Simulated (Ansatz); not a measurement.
FePt (P4/mmm): the size of the finite step

```yaml
crystal:
  lattice:
    - [2.65977, 0.00000, 0.00000]
    - [0.00000, 2.65977, 0.00000]
    - [0.00000, 0.00000, 3.68202]
  atoms:
    - { symbol: Fe, position: [0.00000, 0.00000, 0.00000] }
    - { symbol: Pt, position: [0.50000, 0.50000, 0.50000] }
```

Starting moments along z (μB): Fe1 +2.7, Pt2 +0.4.

Conventional cell: a = 2.660 Å, b = 2.660 Å, c = 3.682 Å, α = 90.00°, β = 90.00°, γ = 90.00°. Fe (atom 1) has 8 Pt at 2.63 Å and 4 Fe at 2.66 Å as nearest neighbours. Pt (atom 2) is surrounded by 8 Fe at 2.63 Å and 4 Pt at 2.66 Å.

Computed, not measured; unless marked otherwise by LDA, PAW on Ansatz 0.2.0's default frozen-core files (fitted under PBE), scalar-relativistic, spin-polarised. k mesh 18×18×14, strains of ±0.003, Fermi-Dirac smearing of 0.050 eV, cutoff 420 eV. The cell was relaxed by PAW under this functional, which moved its volume by -6 % from the database entry's.

The converged moment is 3.10 μB for the cell that the program solved.

Problem. Elastic constants come from stresses at strains of ±0.003 (two-point stencil): C11 = 489.3, C12 = 95.8, C13 = 186.0, C33 = 373.3, C44 = 141.4, C66 = 70.5 GPa. What does an amplitude of 0.0002 give?

Solution. C11 = 489.4, C12 = 95.9, C13 = 185.9, C33 = 373.1, C44 = 141.3, C66 = 70.5 GPa. Nothing moves by 1 %. Steps under 0.001 aren't safe in general, since the basis can change from cell to cell and the noise grows as 1/δ.

Limits of these numbers: frozen-core PAW files fitted under PBE, their cores solved anew for the functional of the run; a lower magnetic state may exist; responses of metals move with mesh and smearing; no spin-orbit coupling on heavy atoms; the softest shear constant rests on one k mesh, and a soft shear can herald a distortion on cooling; elastic stability says nothing of phonons or of other phases.
